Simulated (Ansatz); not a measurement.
**TiO₂ at a changed volume: ⁴⁷Ti NMR of the central transition**

Cell: a COD entry, relaxed with PBE at fixed cell and then changed (volume scaled by 1.02, ions relaxed).

Space group I4_1/amd:1 (No. 141); a = 3.8093, c = 9.5776 Å.

```
site  Wyckoff  site symmetry       x       y       z
  Ti       4a           -4m2  0.0000  0.0000  0.0000
   O       8e           2mm.  0.0000  0.0000  0.2080
```

One atom of each set is listed; the run and its k-mesh use a cell of 6 atoms with edges of 5.49, 5.49, 5.49 Å.

Method: Kohn–Sham DFT in Ansatz, PBE, plane waves and PAW, scalar-relativistic, 420 eV cutoff, Γ-centred 11×11×11 k-points, Fermi–Dirac smearing 0.02 eV.

⁴⁷Ti has I = 5/2 and Q = 302.0 mb (Pyykkö 2018); at 7.05 T its Larmor frequency is ν₀ = 16.9 MHz. Only the quadrupole interaction is simulated: positions count from each site's isotropic chemical shift, and shift anisotropy, dipolar and J coupling are left out.

**Question.** Give C_Q, η, the quadrupolar product P_Q = |C_Q|(1 + η²/3)^½, the second-order isotropic shift and the breadth of the pattern (static powder) for each Ti site.

**Answer.** 

| site | first shell | C_Q (MHz) | η | P_Q (MHz) | δ_QIS (ppm) | breadth (kHz) |
| --- | --- | --- | --- | --- | --- | --- |
| Ti | 6 O at 1.95–1.99 Å | 5.13 | 0.00 | 5.13 | -549 | 48.5 |

δ_QIS = −(ν_Q²/30ν₀²)[I(I+1) − 3/4](1 + η²/3) × 10⁶ ppm with ν_Q = 3|C_Q|/[2I(2I−1)]; it falls as 1/B₀² in ppm, and the breadth as 1/B₀ in kHz.

An axis of threefold or higher order runs through Ti, so V_zz lies along it and η is zero.

The relaxation (3 steps) took 51 s of wall time (51 s of CPU time) and 0.54 GiB at its peak, on 1 thread of Arm Neoverse V1 (aarch64; 8 cores open to the job, memory cap 3.0 GiB, no GPU), a shared host with a load of 0.5 a core.
